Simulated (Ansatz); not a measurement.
Input and command of a plane-wave DFT calculation in Ansatz:

```yaml
crystal:
  lattice:
    - [2.9219204224, 0.0, 0.0]
    - [-1.4609602112, 2.5304573137, 0.0]
    - [0.0, 0.0, 4.7658644099]
  atoms:
    - { symbol: Ti, position: [0.6666666667, 0.3333333333, 0.2688898702] }
    - { symbol: Ti, position: [0.3333333333, 0.6666666667, 0.7311101298] }
    - { symbol: O, position: [0.0, 0.0, 0.0] }
basis:
  ecutwfc: 500
kpoints:
  mp_grid: { grid: [24, 24, 12] }
hamiltonian:
  xc: r2scan
scf:
  occupations: { method: gaussian, width: 0.1 }
output:
  forces: true
  stress: true
  eigenvalues: true
relax:
  adjacent_minimum: "off"
  f_tol: 0.008
  max_steps: 40
```

```bash
ansatz run input.yaml --threads 1 --pin off --max-ram 2560MiB --backend cpu --events-out ev --progress --plain --runs-dir out
```

Processor: Intel(R) Xeon(R) 6975P-C (Granite Rapids), 1 thread, on a host shared with other jobs.

**Question.** Estimate time, memory and problem size.

**Answer.** About 91 s on 1 thread of Intel(R) Xeon(R) 6975P-C (Granite Rapids) (shared host), peak memory 0.89 GiB. It solves 19 bands at 667 k points (the mesh reduced by symmetry) with about 917 plane waves, in 18 SCF iterations over 3 ionic steps.
